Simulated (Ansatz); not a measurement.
ZrCu:
```
CELL_PARAMETERS angstrom
      3.28553     4.11341     0.00000
     -3.28553     4.11341     0.00000
     -1.18488     0.00000     5.14049
ATOMIC_POSITIONS crystal
  Zr 0.90820 0.09180 0.00967
  Zr 0.41057 0.58943 0.97890
  Zr 0.82384 0.73329 0.58979
  Zr 0.26671 0.17616 0.58979
  Cu 0.71630 0.28370 0.45169
  Cu 0.30316 0.69684 0.43686
  Cu 0.44692 0.05223 0.14941
  Cu 0.94777 0.55308 0.14941
```

Relaxed with r²SCAN. Special points in fractions of this cell's reciprocal vectors: Γ (0.000, 0.000, 0.000); Y (0.500, 0.500, 0.000); M (0.500, 0.500, 0.500); A (0.000, 0.000, 0.500); L2 (0.000, 0.500, 0.500); V2 (0.000, 0.500, 0.000).

Task: List the band energies nearest the Fermi level at these points for r²SCAN (plane waves, PAW; program Ansatz).

Result: In eV from the Fermi level; about four levels below and three above (degenerate sets whole), none deeper than 8.9 eV; points with the same levels are listed once.

| k | below | above |
|---|---|---|
| Γ | -0.61 -0.61 -0.58 -0.02 | 0.45 0.60 0.69 |
| Y | -0.72 -0.37 -0.10 -0.03 | 0.11 0.36 1.18 |
| M | -2.00 -2.00 -1.25 -1.08 -0.59 | 0.37 0.38 0.51 |
| A | -0.57 -0.51 -0.31 -0.12 | 0.02 0.14 0.71 |
| L2 | -1.02 -0.52 -0.30 -0.11 | 0.22 0.39 0.58 |
| V2 | -0.83 -0.62 -0.29 -0.24 | 0.02 0.20 0.55 |

Space group Cm. The workflow started from a Materials Project entry (that database holds measured and hypothetical structures alike); the Crystallography Open Database copy checked does not list it. Whether it is the stable phase at ambient conditions was not checked. The cell was relaxed with r²SCAN under the symmetry of its start; whether a distortion lowers the energy is not shown. No spin polarisation was allowed. Spin–orbit coupling is left out wherever it is not named.

Potentials: the earlier of the program's two PAW sets. The files were generated under PBE; for other functionals the program regenerates the frozen cores, and for LDA and PBEsol the local potential too.
